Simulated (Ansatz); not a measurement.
Ga₄SbP₃, ordered on the wurtzite lattice with 8 atoms a cell, 8 atoms and 82 valence electrons in a cell of about 178 Å³, was run 6 times in Ansatz, each time on 4 threads of Arm Neoverse V2 (shared host). The times are single readings and vary with the host's load.

| run | k mesh | irreducible k | cutoff (eV) | plane waves | bands | SCF iterations | wall time | peak host memory (GiB) |
| --- | --- | --- | --- | --- | --- | --- | --- | --- |
| relaxation, PBE | 12×12×2 | 38 | 420 | 3633 | 50 | 67 | 71 s | 0.66 |
| relaxation, r2SCAN | 6×6×2 | 14 | 500 | 4505 | 50 | 53 | 46 s | 0.91 |
| bands, PBE | 12×12×2 | 38 | 420 | 3547 | 47 | 9 | ? | ? |
| single point, r2SCAN | 12×12×2 | 38 | 500 | 4505 | 47 | 10 | 23 s | 0.94 |
| single point, HSE06 | 6×6×2 | 14 | 420 | 3547 | 47 | 40 | ? | ? |
| single point, PBE+SOC | 12×12×2 | 38 | 420 | 3547 | 94 | 10 | ? | ? |

Question: Estimate the missing times and memories.

Answer:

| run | wall time | peak host memory (GiB) |
| --- | --- | --- |
| single point, HSE06 | 3.9 min | 4 |
| single point, PBE+SOC | 110 s | 2.2 |
| bands, PBE | 22 s | 0.76 |

Only the levels marked +SOC include spin-orbit coupling.

Small gaps with spin-orbit coupling can be splittings of inverted bands, not the fundamental gap; semilocal functionals often invert bands that the real crystal keeps in order.
